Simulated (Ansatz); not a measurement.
Au (fcc, Cu type): frozen-phonon scan

Au (fcc, Cu type)

```xyz
2
Lattice="0.0000 4.1240 4.1240 2.0620 2.0620 4.1240 2.0620 2.0620 0.0000" Properties=species:S:1:pos:R:3 pbc="T T T"
Au     0.0000     0.0000     0.0000
Au     2.0620     4.1240     6.1860
```

The atoms are displaced by Q × the pattern below (from a DFPT mode at X = (0.5, 0.5, 0.0), largest move 1; Q in Å), at fixed cell. It is one choice among 2 degenerate patterns. (q is in reciprocal vectors of the primitive cell; the cell shown is doubled to hold the pattern.)

```json
[
 {"atom": "Au1", "x": "0.000", "y": "1.000", "z": "0.000"},
 {"atom": "Au2", "x": "0.000", "y": "-1.000", "z": "0.000"}
]
```

Level of theory: r2SCAN (plane waves to 500 eV, PAW, scalar-relativistic; Ansatz, a program for electronic structure). k mesh 19×19×19 (Γ-centred), Fermi-Dirac smearing 0.05 eV. The energy includes the smearing's −TS. Stress and pressure are positive under compression. With partly filled bands, energies and forces of such displacements shift with the k mesh and the smearing. Au was relaxed with its symmetry unable to fall. Spin-orbit coupling is left out, though Au is heavy. The PAW data are Ansatz's earlier set. The zero of ΔE is the undisplaced structure.

```
Q (Å)   ΔE (eV/cell)  P (GPa)  −dE/dQ from forces (eV/Å)
------  ------------  -------  -------------------------
-0.280         0.448     11.2                      3.871
-0.233         0.290      7.6                      2.893
-0.187         0.175      4.8                      2.087
-0.140         0.093      2.6                      1.426
-0.093         0.040      1.2                      0.883
-0.047         0.010      0.3                      0.421
0.000          0.000      0.0                      0.000
0.047          0.010      0.3                     -0.421
0.093          0.040      1.2                     -0.883
0.140          0.093      2.6                     -1.426
0.187          0.175      4.8                     -2.087
0.233          0.290      7.6                     -2.893
0.280          0.448     11.2                     -3.871
```

Read from the data:

The energy at Q = 0.280 Å comes out as 448 meV/cell. Space group of the distorted cell: Cmcm (No. 63), lowered from Fm-3m. Symmetry of the curve: even: the same for both signs. Shape of the curve: a single well with its minimum at or next to zero displacement. Harmonic wavenumber from the curvature (finite differences): 78 cm⁻¹. Wavenumber by perturbation theory (DFPT, on another k mesh): 79 cm⁻¹.

The 13 points together took very roughly 40 core-minutes.

(A displaced cell: forces are minus the slopes of the energy, force constants its curvatures, and phonons follow from these.)
